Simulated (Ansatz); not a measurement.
MgO:
```xyz
2
Lattice="0.0000 2.0796 2.0796 2.0796 0.0000 2.0796 2.0796 2.0796 0.0000" Properties=species:S:1:pos:R:3 pbc="T T T"
O      0.0000     0.0000     0.0000
Mg     2.0796     2.0796     2.0796
```

Relaxed with LDA. Special points in fractions of this cell's reciprocal vectors: Γ (0.000, 0.000, 0.000); X (0.500, 0.000, 0.500); U (0.625, 0.250, 0.625); K (0.375, 0.375, 0.750); L (0.500, 0.500, 0.500); W (0.500, 0.250, 0.750).

Q: List the band energies nearest the valence-band maximum at these points for plane-wave PAW LDA (Ansatz code).

A: In eV from the valence-band maximum; about four levels below and three above (degenerate sets whole), none deeper than 8.9 eV; … stands for higher levels left out; points with the same levels are listed once.

```tsv
k	below	above
Γ	0.00 0.00 0.00	5.03 …
X	-4.27 -1.41 -1.41	8.96 …
U	-3.66 -2.86 -1.21	10.08 …
L	-4.86 -0.70 -0.70	7.99 …
W	-3.11 -3.11 -1.87	…
```

Space group Fm-3m (rock salt). The cell was relaxed with LDA under the symmetry of its start; phonons on a q-mesh show no instability.

Potentials: the later of the program's two PAW sets.
